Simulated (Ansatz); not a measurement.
Rb₂TlSbCl₆:
Space group Fm-3m (No. 225); a = b = c = 11.2571 Å, α = β = γ = 90.00°

| atom | site | symmetry | x | y | z |
|---|---|---|---|---|---|
| Rb | 8c | -43m | 0.2500 | 0.2500 | 0.2500 |
| Tl | 4b | m-3m | 0.5000 | 0.5000 | 0.5000 |
| Sb | 4a | m-3m | 0.0000 | 0.0000 | 0.0000 |
| Cl | 24e | 4m.m | 0.0000 | 0.0000 | 0.2346 |
(The calculation used a cell of 10 atoms; values per cell refer to that cell.)

Relaxed with r²SCAN.

Tabulate the valence density and the electron localisation function along the shortest Sb–Cl contact (2.64 Å), plane-wave PAW r²SCAN (Ansatz code).



| distance from Sb (Å) | density (e/Å³) | ELF |
|---|---|---|
| 0.26 | 15.20 | 0.00 |
| 0.40 | 9.20 | 0.01 |
| 0.53 | 4.77 | 0.09 |
| 0.66 | 2.30 | 0.22 |
| 0.79 | 1.17 | 0.33 |
| 0.92 | 0.69 | 0.35 |
| 1.06 | 0.48 | 0.32 |
| 1.19 | 0.39 | 0.33 |
| 1.32 | 0.38 | 0.40 |
| 1.45 | 0.43 | 0.54 |
| 1.58 | 0.57 | 0.70 |
| 1.72 | 0.80 | 0.80 |
| 1.85 | 1.15 | 0.83 |
| 1.98 | 1.56 | 0.82 |
| 2.11 | 1.76 | 0.77 |
| 2.24 | 1.49 | 0.63 |
| 2.38 | 0.77 | 0.42 |

The density is the valence pseudo-density with augmentation charge, so density and ELF within about 1 Å of a nucleus are not all-electron values.

The workflow started from a Materials Project entry (that database holds measured and hypothetical structures alike); the Crystallography Open Database copy checked does not list it. Its standing as an ambient phase is unchecked. The cell was relaxed with r²SCAN under the symmetry of its start; whether a distortion lowers the energy is not shown. Spin–orbit coupling is left out wherever it is not named.

Potentials: the later of the program's two PAW sets.
